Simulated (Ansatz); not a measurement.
A geometry of Cd away from equilibrium: the start of the relaxation of a relaxed Cd cell displaced along its unstable phonon at q = (½, ½, 0) of its primitive reciprocal cell (40i cm⁻¹), largest move 0.15 Å. These are PBE (plane waves to 420 eV, PAW, scalar-relativistic; Ansatz, a program for electronic structure) values and carry that method's errors. Γ-centred k-mesh 11×11×11 on the run's cell (coarser than for final values), Fermi–Dirac smearing 0.05 eV.

```xyz
2
Lattice="5.9951 0.0000 0.0000 2.9975 2.9975 0.0000 0.0000 0.0000 2.9975" Properties=species:S:1:pos:R:3:forces:R:3 pbc="T T T" free_energy=-16508.817 pressure_GPa=-0.5
Cd     0.0000     0.0000     0.1500    0.0000    0.0000    0.1007
Cd     2.9975     0.0000    -0.1500    0.0000    0.0000   -0.1007
```

Positions in Å, forces in eV/Å, free energy of the cell in eV (comparable only within this code, potentials and settings). Largest force: 0.10 eV/Å, on Cd1, Cd2 (atoms numbered as listed); the geometry lies 0.12 eV/atom above the end of its relaxation.

No spin polarisation in the result.

The run could not lose the symmetry of its start, so the end can be a saddle point.

The end of the path is a generated cell of Cd: the first start was made by placing the elements on the sites of a structure type, and the end was not matched to a known phase here, so it may be hypothetical. Known forms of Cd include space group No. 194.
